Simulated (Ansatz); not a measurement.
Ga, DFT, PBEsol, all-electron PAW with datasets made for the crystal, scalar-relativistic (Ansatz 0.2.0), run on 1 thread of Arm Neoverse V1 on a shared host.

The cell is COD entry 9012723, as deposited and not checked against the literature; nothing was relaxed. The listed cell was then made from it by scaling, straining or moving an atom.

Command: `ansatz run input.yaml --threads 1 --pin off --max-ram 3072MiB --backend cpu --events-out ev --progress --plain --runs-dir out`

```yaml
crystal:
  lattice:
    - [-1.37592, 1.37592, 2.229]
    - [1.37592, -1.37592, 2.229]
    - [1.37592, 1.37592, -2.229]
  atoms:
    - { symbol: Ga, position: [0.0, 0.0, 0.0] }
kpoints:
  mp_grid: { grid: [16, 16, 16] }
scf:
  occupations: { method: fermi_dirac, width: 0.03 }
hamiltonian:
  xc: pbesol
  pseudopotentials: { kind: all_electron, datasets: crystal }
output:
  forces: true
  stress: true
  eigenvalues: true
  efg: { contact_densities: true }
```

Task: How large is the problem that the program sets up?

Result: 349 irreducible k-points, 145 plane waves at Γ, 11 bands.

Task: About how long does it take, and how much memory does it use?

Result: 19 s of wall time for 9 SCF iterations, with a peak of 0.41 GiB. Times on shared machines scatter by tens of per cent.

Task: And the same cell and mesh by PAW with the default files, asked for forces, stress, eigenvalues, efg, on the same hardware?

Result: 5.2 s, peak memory 0.37 GiB.
